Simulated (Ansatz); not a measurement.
One crystal and one scan (scan of one atom of the cell) at two levels, PBE (plane waves to 420 eV, PAW, scalar-relativistic; Ansatz, a first-principles code) and r2SCAN (plane waves to 500 eV, PAW, scalar-relativistic; Ansatz), each from its own relaxed cell and on its own mesh. The cell shown is that of PBE.

Starting cell, Rh (fcc, Cu type):

```
CELL_PARAMETERS angstrom
      3.83026     0.00000     0.00000
      0.00000     3.83026     0.00000
      0.00000     0.00000     3.83026
ATOMIC_POSITIONS crystal
  Rh 0.00000 0.00000 0.00000
  Rh 0.50000 0.50000 0.00000
  Rh 0.50000 0.00000 0.50000
  Rh 0.00000 0.50000 0.50000
```

Scan: atom 1 (Rh, nearest neighbour Rh at 2.708 Å; its periodic images, 3.8 Å or more away, move with it) is displaced along Cartesian z, direction (0.000, 0.000, 1.000) in Cartesian axes, by s. The other atoms stay.

E stands for the smeared free energy. Rh is run without spin polarisation. Rh was relaxed with its symmetry unable to fall. The PAW data are Ansatz's earlier set. With partly filled bands, energies and forces of such displacements shift with the k mesh and the smearing. Percentages come from the unrounded values. Both scans cover s from -0.270 to 0.270 Å.

```
quantity                                                            PBE  r2SCAN     PBE − r2SCAN
----------------------------------------------------------------  -----  ------  ---------------
Lattice constant a (Å)                                            3.830   3.800  +0.030 (+0.8 %)
Energy at s = 0.270 Å (meV/cell)                                    401     429     -28 (-6.5 %)
Force along the line at s = -0.270 Å (eV/Å)                       3.063   3.273  -0.210 (-6.4 %)
Force constant k = d²E/ds² at s = 0 (finite differences) (eV/Å²)  10.84   11.62   -0.78 (-6.7 %)
```

PBE gives the higher value for: lattice constant a. PBE gives the lower value for: energy at s = 0.270 Å; force along the line at s = -0.270 Å; force constant k = d²E/ds² at s = 0. Both give the same symmetry of the curve: even: the same for both signs.

ΔE (meV/cell), each from the undisplaced structure of its own level:

```json
[
 {"s (Å)": "-0.270", "PBE": "401", "r2SCAN": "429"},
 {"s (Å)": "-0.216", "PBE": "254", "r2SCAN": "272"},
 {"s (Å)": "-0.162", "PBE": "142", "r2SCAN": "153"},
 {"s (Å)": "-0.108", "PBE": "63", "r2SCAN": "68"},
 {"s (Å)": "-0.054", "PBE": "16", "r2SCAN": "17"},
 {"s (Å)": "0.000", "PBE": "0", "r2SCAN": "0"},
 {"s (Å)": "0.054", "PBE": "16", "r2SCAN": "17"},
 {"s (Å)": "0.108", "PBE": "63", "r2SCAN": "68"},
 {"s (Å)": "0.162", "PBE": "142", "r2SCAN": "153"},
 {"s (Å)": "0.216", "PBE": "254", "r2SCAN": "272"},
 {"s (Å)": "0.270", "PBE": "401", "r2SCAN": "429"}
]
```

(For displaced atoms, the force is minus the slope of the energy, and its curvature is a force constant, which sets phonon frequencies.)
